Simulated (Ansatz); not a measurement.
**AlIn$_{2}$N$_{3}$: checking dH/dP = V**

The calculation used DFT PBEsol, scalar-relativistic, plane waves, PAW (Ansatz 0.2.0). Run with 420 eV cutoff, 6×6×6 k-mesh, Gaussian smearing of 0.02 eV, no spin polarisation.

The relaxed crystal:

```xyz
12
Lattice="5.0935 -2.9313 0.0000 5.0935 2.9313 0.0000 0.0000 0.0000 5.4450" Properties=species:S:1:pos:R:3 pbc="T T T"
Al    5.0935    0.9338    5.3866
Al    5.0935   -0.9338    2.6641
In    6.7437   -1.9139    5.3757
In    3.4433   -1.9139    5.3757
In    3.4433    1.9139    2.6532
In    6.7437    1.9139    2.6532
N     6.6384   -1.8695    2.0955
N     3.5486   -1.8695    2.0955
N     3.5486    1.8695    4.8180
N     6.6384    1.8695    4.8180
N     5.0935    0.7788    1.8431
N     5.0935   -0.7788    4.5656
```

Cell and atoms were relaxed at each target pressure within the start's symmetry (Cmc2_1), at zero temperature; other phases can be more stable under pressure. H = E + PV with P the target; E is the free energy at the smearing used, whose derivative the pressure is, per atom and counted from zero pressure.

| P (GPa) | V (Å³/atom) | E − E0 (meV) | H − H0 (meV) |
| --- | --- | --- | --- |
| 0 | 13.550 | 0.0 | 0.0 |
| 1 | 13.462 | 0.3 | 84.3 |
| 4 | 13.224 | 4.0 | 334.1 |
| 12 | 12.676 | 30.9 | 980.3 |
| 25 | 11.982 | 109.9 | 1979.4 |

Thermodynamics gives dH/dP = V along a relaxed path. Integrate V over P by the trapezoid rule and compare with the computed enthalpies.

With 1 eV/Å³ = 160.22 GPa, each step adds the mean volume times ΔP / 160.22:
| P (GPa) | ∫V dP (meV) | H − H0 (meV) | difference (meV) |
| --- | --- | --- | --- |
| 1 | 84.3 | 84.3 | 0.0 |
| 4 | 334.1 | 334.1 | 0.0 |
| 12 | 980.8 | 980.3 | 0.5 |
| 25 | 1981.1 | 1979.4 | 1.7 |

V(P) curves upward, so the trapezoid rule runs high; integrating a smooth curve through the same points puts that excess at about 2.3 meV at 25 GPa, against the 1.7 meV found.

At 25 GPa, how much of the enthalpy change is stored energy and how much is the PV term?

E rises by 110 meV/atom and PV is 25 × 11.982 / 160.22 = 1870 meV/atom, so PV makes 94 % of ΔH. So between rival structures at high pressure a small difference in volume can outweigh the difference in energy: 1 % of this volume is worth 18.7 meV/atom at this pressure.

What bulk modulus do the lowest pressures give?

From the pressures that the runs reached, -1.02 GPa (13.639 Å³) and 1.02 GPa (13.462 Å³), B = −ΔP/Δln V = 2.04 / 0.0131 = 156 GPa, a mean over that range.

The gap is 0.925 eV at -1.02 GPa and 0.981 eV at 1.02 GPa. What pressure coefficient and volume deformation potential follow?

dE_g/dP = 27.4 meV/GPa, and a_V = dE_g/d ln V = −B dE_g/dP = -4.29 eV. If the edges move to other points of the zone within the range, this is a mean of two slopes. Gaps are Kohn–Sham gaps over the whole zone.